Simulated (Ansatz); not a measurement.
Relaxed-ion elastic tensor of CdSe (zinc blende, F-43m) in GPa (Voigt order), LDA (plane waves, PAW; program Ansatz); density 5.86 g/cm³, 27.10 Å³ per atom.

|  | 1 | 2 | 3 | 4 | 5 | 6 |
|---|---|---|---|---|---|---|
| 1 | 70.4 | 51.8 | 51.8 | 0.0 | 0.0 | 0.0 |
| 2 | 51.8 | 70.4 | 51.8 | 0.0 | 0.0 | 0.0 |
| 3 | 51.8 | 51.8 | 70.4 | 0.0 | 0.0 | 0.0 |
| 4 | 0.0 | 0.0 | 0.0 | 24.1 | 0.0 | 0.0 |
| 5 | 0.0 | 0.0 | 0.0 | 0.0 | 24.1 | 0.0 |
| 6 | 0.0 | 0.0 | 0.0 | 0.0 | 0.0 | 24.1 |

Question: Is the crystal mechanically stable?

Answer: Yes: the smallest eigenvalue of C is 18.7 GPa.

Question: Work out the Voigt, Reuss and Hill averages.

Answer: K_V = 58.0, K_R = 58.0, K_H = 58.0; G_V = 18.2, G_R = 14.8, G_H = 16.5 GPa.

Question: Give Young's modulus, Poisson's ratio, Pugh's ratio and the universal anisotropy index.

Answer: E = 9KG/(3K + G) = 45.2 GPa; ν = 0.37; K/G = 3.52 (ductile by the Pugh limit of 1.75); A_U = 5G_V/G_R + K_V/K_R − 6 = 1.16.

Question: Estimate the sound speeds and the Debye temperature.

Answer: v_l = √((K + 4G/3)/ρ) = 3690 m/s, v_t = √(G/ρ) = 1680 m/s, mean 1890 m/s; Θ = (h/k)(3n/4πV)^(1/3) v_m = 187 K.

Question: Give the Zener ratio and Young's modulus along [100], [110] and [111].

Answer: A = 2C44/(C11 − C12) = 2.58; 1/E = S11 − 2(S11 − S12 − S44/2)Γ with Γ = 0, 1/4, 1/3 gives 26.6, 47.2, 63.5 GPa.

Question: Solve the Christoffel equation for the three sound speeds along [100], [110], [111].

Answer: Eigenvalues of C_ijkl n_j n_l equal ρv² (piezoelectric stiffening left out). In km/s, slowest first: [100] 2.03, 2.03, 3.47; [110] 1.26, 2.03, 3.81; [111] 1.56, 1.56, 3.92.

The cell was relaxed with LDA under the symmetry of its start; phonons on a q-mesh show no instability.

Potentials: the later of the program's two PAW sets.
